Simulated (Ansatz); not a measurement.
A relaxed cell of Ni (Fm-3m (No. 225)), relaxed on a k-mesh at least as fine as the one used below. All values below come from r2SCAN (plane waves to 500 eV, PAW, scalar-relativistic; Ansatz, an electronic-structure program). Γ-centred k-mesh 16×8×16 on the run's cell (coarser than for final values), Fermi–Dirac smearing 0.05 eV.

```
Ni
1.0
    0.00000     1.73987     1.73987
    3.47974     0.00000     3.47974
    1.73987     1.73987     0.00000
Ni
2
Direct
  0.00000   0.00000   0.00000
  0.00000   0.50000   0.00000
```
Spin-polarised start, with parallel moments on Ni.

The atoms are displaced by (Å):

| atom | ux | uy | uz |
|---|---|---|---|
| Ni1 | -0.049 | -0.199 | -0.031 |
| Ni2 | -0.053 | -0.062 | 0.101 |

**Question.** What forces (eV/Å) and pressure result?

**Answer.** 
```json
[
 {"atom": "Ni1", "Fx": "-0.04", "Fy": "0.38", "Fz": "0.32"},
 {"atom": "Ni2", "Fx": "0.04", "Fy": "-0.38", "Fz": "-0.32"}
]
```

Pressure +1.1 GPa.

Spin state reached: ferromagnetic (net 0.74 μB/atom), from parallel starting moments; other spin orders were not run from this start. r2SCAN tends to overstate moments in metals.

The run that gave the undisplaced cell could not lose the symmetry of its start; a randomly shaken copy of 2 atoms returns to this structure.
